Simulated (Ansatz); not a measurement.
**GaP (zinc blende): map of one atom of the cell**

GaP (zinc blende)

```xyz
2
Lattice="0.0000 2.7532 2.7532 2.7532 0.0000 2.7532 2.7532 2.7532 0.0000" Properties=species:S:1:pos:R:3 pbc="T T T"
P      4.1298     4.1298     4.1298
Ga     0.0000     0.0000     0.0000
```

In this cell atom 2 (Ga, nearest neighbour P at 2.384 Å; its periodic images, 3.9 Å or more away, move with it) is moved by u·(0.707, 0.707, 0.000) + v·(0.000, 0.000, 1.000); the rest is frozen.

Computed with PBE (plane waves to 420 eV, PAW, scalar-relativistic; Ansatz, a first-principles code). k mesh 8×8×8 (Γ-centred), Fermi-Dirac smearing 0.05 eV. Energies are smeared free energies. Stress and pressure are positive under compression. Points where atoms come too close for the PAW data are left out (x in tables, blank in figures). As the smearing reaches across the gap at some points, energies and forces of such displacements shift with the k mesh and the smearing. GaP was relaxed with its symmetry unable to fall. The PAW data are Ansatz's earlier set. ΔE is measured from the undisplaced structure. Axes are in Å.

ΔE (eV/cell), with u across and v down:

```
v \ u   -0.790  -0.527  -0.263  0.000  0.263  0.527  0.790
------  ------  ------  ------  -----  -----  -----  -----
-0.790       x       x   3.787  2.223  3.787      x      x
-0.527       x       x   2.214  1.152  2.214      x      x
-0.263       x   3.083   0.956  0.315  0.956  3.083      x
0.000    3.324   1.376   0.330  0.000  0.330  1.376  3.324
0.263    1.485   0.778   0.421  0.315  0.421  0.778  1.485
0.527    0.983   0.985   1.093  1.152  1.093  0.985  0.983
0.790    1.193   1.631   2.050  2.223  2.050  1.631  1.193
```

P (GPa), with u across and v down:

```tsv
v \ u	-0.790	-0.527	-0.263	0.000	0.263	0.527	0.790
-0.790	x	x	27.8	15.6	27.8	x	x
-0.527	x	x	16.4	8.1	16.4	x	x
-0.263	x	23.0	7.1	2.2	7.1	23.0	x
0.000	24.3	9.9	2.3	0.0	2.3	9.9	24.3
0.263	9.4	4.5	2.6	2.2	2.6	4.5	9.4
0.527	4.6	5.5	7.2	8.1	7.2	5.5	4.6
0.790	5.7	10.2	14.1	15.6	14.1	10.2	5.7
```

Key numbers:

- Lowest place on the grid: u = 0.000 Å, v = 0.000 Å (0 meV/cell)

The 49 points together took about 9 core-minutes (a rough figure).

(For displaced atoms, the force is minus the slope of the energy, and its curvature is a force constant, which sets phonon frequencies.)
